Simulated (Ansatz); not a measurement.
**Na8MgMn2O8, one structure, two calculations**

Cell: a computed structure from the Materials Project (it need not be an observed phase).

```cif
data_structure
_symmetry_space_group_name_H-M 'P 1'
_symmetry_Int_Tables_number 1
_cell_length_a 5.8290
_cell_length_b 5.8380
_cell_length_c 8.1686
_cell_angle_alpha 91.052
_cell_angle_beta 101.391
_cell_angle_gamma 106.735
_cell_volume 260.12
loop_
_atom_site_label
_atom_site_type_symbol
_atom_site_fract_x
_atom_site_fract_y
_atom_site_fract_z
_atom_site_occupancy
Na1 Na 0.49588 0.03511 0.05140 1
Na2 Na 0.98565 0.49965 0.10044 1
Na3 Na 0.60144 0.46304 0.31869 1
Na4 Na 0.24479 0.07264 0.38017 1
Na5 Na 0.98252 0.10546 0.68039 1
Na6 Na 0.78227 0.53952 0.71358 1
Na7 Na 0.41740 0.99435 0.70348 1
Na8 Na 0.38326 0.52644 0.93126 1
Mg9 Mg 0.75229 0.91552 0.36223 1
Mn10 Mn 0.17118 0.54513 0.49200 1
Mn11 Mn 0.97674 0.99842 0.01569 1
O12 O 0.26052 0.24990 0.12339 1
O13 O 0.73725 0.78061 0.13033 1
O14 O 0.44754 0.78682 0.44216 1
O15 O 0.88725 0.26643 0.40506 1
O16 O 0.98432 0.76956 0.50471 1
O17 O 0.34948 0.37150 0.63565 1
O18 O 0.12422 0.79241 0.91708 1
O19 O 0.78141 0.17932 0.89118 1
```

Atoms are numbered from 1 in the order listed; like atoms form one site, named after its first atom.

First run. Level of theory: DFT, PBE, plane waves and PAW, scalar-relativistic, collinear spin, 420 eV cutoff, Γ-centred 4×4×3 k-points, Fermi–Dirac smearing 0.02 eV (Ansatz 0.2.0). Start moments as typed (μB): 4 on each Mn, none on the rest.

| site | atom | V_zz (10²¹ V/m²) | η | m (μB) |
| --- | --- | --- | --- | --- |
| Na6 | 6 | 2.09 | 0.73 | 0.00 |
| Na7 | 7 | -1.30 | 0.42 | 0.00 |
| Na8 | 8 | -0.78 | 0.81 | 0.00 |
| Mg | 9 | 0.90 | 0.20 | 0.00 |
| Mn10 | 10 | 4.20 | 0.43 | 3.01 |
| Mn11 | 11 | -2.82 | 0.67 | 2.98 |
| O12 | 12 | 5.35 | 0.34 | 0.06 |
| O13 | 13 | 3.38 | 0.72 | 0.07 |
| O14 | 14 | 4.93 | 0.88 | 0.05 |
| O15 | 15 | 4.80 | 0.70 | 0.05 |
| O16 | 16 | 4.61 | 0.58 | 0.06 |
| O17 | 17 | -4.72 | 0.93 | 0.07 |
| O18 | 18 | 4.58 | 0.48 | 0.08 |
| O19 | 19 | 4.06 | 0.67 | 0.08 |

Second run. The same atoms and settings, except that the start moments (μB) are 0 0 0 0 0 0 0 0 0 4 -4 0 0 0 0 0 0 0 0 by atom.

Problem. Given the first result, estimate the second.

Solution. 

```tsv
site	atom	V_zz	η	change of V_zz	m (μB)
Na6	6	2.09	0.73	0.00	0.00
Na7	7	-1.29	0.42	+0.01	0.00
Na8	8	-0.79	0.80	-0.01	0.00
Mg	9	0.90	0.20	0.00	0.00
Mn10	10	4.06	0.44	-0.14	3.00
Mn11	11	-2.91	0.61	-0.09	-2.98
O12	12	5.32	0.33	-0.03	-0.05
O13	13	3.35	0.72	-0.03	-0.07
O14	14	4.93	0.88	0.00	0.05
O15	15	4.79	0.70	-0.01	0.05
O16	16	4.63	0.58	+0.02	0.06
O17	17	-4.71	0.93	+0.01	0.07
O18	18	4.56	0.49	-0.02	-0.07
O19	19	4.11	0.65	+0.05	-0.07
```

The largest change of V_zz is on Mn10, from 4.20 to 4.06. In per cent, |V_zz| changes by 0 to +1 on Na, 0 on Mg, -3 to +3 on Mn, -1 to +1 on O (all sites that start above 0.5). The table leaves out 5 of the 19 sites, with |V_zz| up to 2.37; their tensors move by 0.01 at most along any direction. The statements above cover all sites.

The largest force is 0.5 eV/Å, so the atoms aren't at the calculated equilibrium and relaxing them would move these values. The magnetic order is the one that the run reached from its start moments, not necessarily the measured one.
For the first run: The program didn't check the stability of this electronic state in full, so a lower one may lie near. With a gap of 0.6 eV on this mesh, small gradients can still move by 0.1 × 10²¹ V/m² or more as the k-mesh gets denser. All moments are parallel here, as the start or the cell imposes; many such compounds order antiparallel, where fields and spin densities carried over to other atoms largely cancel.
For the second run: With a gap of 0.5 eV on this mesh, small gradients can still move by 0.1 × 10²¹ V/m² or more as the k-mesh gets denser.
